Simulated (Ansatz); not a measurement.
Relaxed-ion elastic tensor of YC2 (MoSi2 or CaC2 type, I4/mmm) in GPa (Voigt order), plane-wave PAW PBEsol (Ansatz code); density 4.65 g/cm³, 13.46 Å³ per atom.

```
 194  90.2  23.4   0.0   0.0   0.0
90.2   194  23.4   0.0   0.0   0.0
23.4  23.4   495   0.0   0.0   0.0
 0.0   0.0   0.0   6.0   0.0   0.0
 0.0   0.0   0.0   0.0   6.0   0.0
 0.0   0.0   0.0   0.0   0.0  92.8
```

### Question
Is the crystal mechanically stable?

### Answer
Yes: the smallest eigenvalue of C is 6.0 GPa.

### Question
Work out the Voigt and Reuss bounds. Is their mean of use?

### Answer
K_V = 129, K_R = 118; G_V = 70.7, G_R = 13.5 GPa. The bounds lie so far apart that a Hill average or a Debye temperature from it would say little.

The first step of the workflow began from a Materials Project structure, measured or hypothetical; the Crystallography Open Database files this formula in space group No. 139, but the cells were not matched. Its standing as an ambient phase is unchecked. The cell was relaxed with PBEsol under the symmetry of its start; of distortions, only those at the zone centre were tested. No spin polarisation was allowed. As this level gives no gap, shear constants depend on the k-mesh and smearing (Fermi–Dirac, 0.1 eV here).

Potentials: the later of the program's two PAW sets.
